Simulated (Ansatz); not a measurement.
One stationary structure of SnO2. Space group I4₁/amd (No. 141), anatase type. Calculation: r2SCAN (plane waves to 500 eV, PAW, scalar-relativistic; Ansatz, an electronic-structure program).

```cif
data_O8Sn4
_chemical_formula_sum 'Sn4 O8'
_space_group_name_H-M_alt 'I41/amd :1'
_space_group_IT_number 141
_space_group_name_Hall 'I 4bw 2bw -1bw'
_cell_length_a 3.99755
_cell_length_b 3.99755
_cell_length_c 10.20418
_cell_angle_alpha 90.000
_cell_angle_beta 90.000
_cell_angle_gamma 90.000
loop_
_atom_site_label
_atom_site_type_symbol
_atom_site_symmetry_multiplicity
_atom_site_Wyckoff_symbol
_atom_site_fract_x
_atom_site_fract_y
_atom_site_fract_z
_atom_site_occupancy
Sn1 Sn 4 b 0.00000 0.00000 0.50000 1
O1 O 8 e 0.00000 0.00000 0.29639 1
```
(The calculation used a cell of 6 atoms; values per cell refer to that cell.)

| Property | Result |
|---|---|
| Volume per atom | 13.59 Å³ |
| Band gap | 2.35 eV, indirect (valence top at P, conduction bottom at Γ) (no spin-orbit coupling) |
| Smallest direct gap | 2.77 eV at Γ |
| Shortest distances | O–Sn 2.05 Å; O–O 2.56 Å; Sn–Sn 3.24 Å |
| k-mesh | 9×9×9 |

Band energies at high-symmetry points (eV from the VBM; labels of this space group; no spin-orbit coupling), from −5 eV up to 7.4 eV:

```
point                                                                           energies
-----  ---------------------------------------------------------------------------------
Γ      -4.77 -4.72 -4.72 -4.09 -3.39 -3.39 -1.62 -1.01 -0.67 -0.67 -0.41 -0.41 2.35 6.40
X                            -3.43 -3.43 -2.25 -2.25 -0.83 -0.83 -0.76 -0.76 -0.05 -0.05
P                              -3.49 -3.49 -2.06 -2.06 -1.14 -1.14 -0.63 -0.63 0.00 0.00
N                  -4.70 -2.97 -2.95 -2.68 -1.52 -1.06 -0.80 -0.79 -0.57 -0.34 5.76 7.12
M                  -3.41 -3.41 -2.77 -2.77 -2.68 -2.68 -1.04 -1.04 -0.31 -0.31 5.04 5.04
S                  -4.76 -3.03 -2.66 -2.61 -2.37 -0.91 -0.73 -0.70 -0.40 -0.36 5.70 7.08
S0                 -4.76 -3.03 -2.66 -2.61 -2.37 -0.91 -0.73 -0.70 -0.40 -0.36 5.70 7.08
R                            -3.45 -3.45 -2.33 -2.33 -1.11 -1.11 -0.51 -0.51 -0.07 -0.07
```

No spin polarisation in the result.

The run could not lose the symmetry of its start.

The first start was generated by placing the elements on the sites of a structure type. Materials Project lists a structure of SnO2 in the same space group, I4₁/amd (No. 141); the sites were not compared with it, nor with measured phases. Known forms of SnO2 include space group No. 136.
